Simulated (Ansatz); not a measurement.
## NdTlS2: computed property card

NdTlS$_{2}$:
```
CELL_PARAMETERS angstrom
      2.07585     1.19849     7.41876
     -2.07585     1.19849     7.41876
      0.00000    -2.39698     7.41876
ATOMIC_POSITIONS crystal
  Nd 0.00000 0.00000 0.00000
  Tl 0.50000 0.50000 0.50000
  S  0.73427 0.73427 0.73427
  S  0.26573 0.26573 0.26573
```
The run is spin-polarised; directions of the spins, atom by atom: ↑ 0 0 0.

Space group R-3m (No. 166); conventional cell a = b = 4.152 Å, c = 22.256 Å, α = β = 90.00°, γ = 120.00°.

Method: r²SCAN+D4 in the plane-wave PAW code Ansatz. Geometry: relaxed at this level of theory. Other levels are named where they apply.

### Cell and energy

```
Quantity             Result
---------------  ----------
Volume per atom    27.69 Å³
Density          6.19 g/cm³
```

### Electronic structure

```
Item                                                                      Result
----------------------------------------  --------------------------------------
Band gap                                                      1.09 eV (indirect)
Valence-band maximum                                                        at T
Conduction-band minimum                              at F (3 equivalent valleys)
Smallest direct gap on the standard path                                 1.48 eV
Hole effective mass                       0.26, 0.69, 0.69 mₑ (principal values)
```

### Magnetism

```
Property                  Result
--------------  ----------------
Magnetic order     ferromagnetic
Net moment      0.75 μB per atom
```

### Charges

```
Quantity                               Value
-------------  -----------------------------
Bader charges  Nd +1.85, Tl +0.61, S -1.23 e
```

The first step of the workflow began from a Materials Project structure, measured or hypothetical; the Crystallography Open Database copy checked does not list it. Its standing as an ambient phase is unchecked. Symmetry was held in the r²SCAN+D4 relaxation; whether a distortion lowers the energy is not shown. Spin order of the final state: ferromagnetic, the only order run, not a proven ground state. The cell computed holds one magnetic atom, so no antiferromagnetic order was within reach. Caveat: open 4f shells can settle in a state that is not the lowest. Other orbital occupations within this spin state were not tried. No Hubbard U is applied. Point labels and valley counts follow the cell and symmetry of the run, lower than the named group. Scalar-relativistic: spin–orbit coupling is off unless named, which matters more the heavier the elements.

Potentials: the later of the program's two PAW sets.
